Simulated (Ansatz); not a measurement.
Relaxed-ion elastic tensor of Mg (diamond, Fd-3m) in GPa (Voigt order), plane-wave PAW PBE (Ansatz code); density 1.00 g/cm³, 40.25 Å³ per atom.

```
  4.3   14.3   14.3    0.0    0.0    0.0
 14.3    4.3   14.3    0.0    0.0    0.0
 14.3   14.3    4.3    0.0    0.0    0.0
  0.0    0.0    0.0  -11.6    0.0    0.0
  0.0    0.0    0.0    0.0  -11.6    0.0
  0.0    0.0    0.0    0.0    0.0  -11.6
```

Question: Is the crystal mechanically stable?

Answer: No: the smallest eigenvalue of C is -11.6 GPa.

The cell is a constructed one: a structure type filled with these elements; neither database checked (COD, Materials Project) lists it. It is not the phase usual at ambient conditions (space group No. 194). The cell was relaxed with PBE under the symmetry of its start. At this level the phase is mechanically unstable. As this level gives no gap, shear constants depend on the k-mesh and smearing (Fermi–Dirac, 0.1 eV here).

Potentials: the later of the program's two PAW sets.
